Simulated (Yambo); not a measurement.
## How GW settings move the gap: CdS

G0W0@PBEsol for CdS (zinc blende, space group F-43m, No. 216) in Yambo. Reference settings: 4×4×4 Γ-centred k mesh, bands 5 to 118 and a 10 Ry block in the screening, 118 bands in G with the Bruneval-Gonze terminator, plasmon pole fitted at 27.2 eV. The PBEsol gap Γ → Γ on this mesh is 1.01 eV; G0W0 gaps are taken between the same points.

```
change from the reference                                G0W0 gap Γ → Γ (eV)  shift of the valence edge (eV)        rough Yambo cost
-------------------------------------------------------  -------------------  ------------------------------  ----------------------
reference settings                                                      2.19                           -0.93                       1
42 bands in W, 42 bands in G                                            2.23                           -0.68               about 1/3
wavefunctions cut at 30 Ry                                              2.13                           -0.88  within a factor of two
wavefunctions cut at 20 Ry                                              2.00                           -0.77  within a factor of two
exchange cut at 10 Ry                                                   1.77                           -0.11                       –
27 bands in W, 27 bands in G, 2 Ry block                                2.19                           -0.37               about 1/6
27 bands in W, 27 bands in G, 6 Ry block                                2.30                           -0.46               about 1/5
27 bands in W, 27 bands in G, 8 Ry block                                2.32                           -0.50               about 1/4
64 bands in W, 64 bands in G, 2 Ry block                                1.97                           -0.49               about 1/3
64 bands in W, 64 bands in G, 6 Ry block                                2.15                           -0.71               about 1/2
64 bands in W, 64 bands in G, 8 Ry block                                2.19                           -0.80  within a factor of two
89 bands in W, 89 bands in G, 2 Ry block                                1.95                           -0.51  within a factor of two
8 Ry block                                                              2.19                           -0.92  within a factor of two
27 bands in W, 27 bands in G, 4 Ry block, no terminator                 2.22                           -0.16               about 1/6
4 Ry block, no terminator                                               2.09                           -0.69  within a factor of two
```

The reference isn't shown to be the converged limit. Costs are rough (shared machines), scaled to the same edge states, and given only for runs that recompute the screening.

Spin-orbit splittings are left out.

Geometry relaxed with PBEsol; primitive cell a = 4.1188 Å, b = 4.1188 Å, c = 4.1188 Å, α = 60.00°, β = 60.00°, γ = 60.00°.

A shift is the quasiparticle energy of the state minus its PBEsol energy.
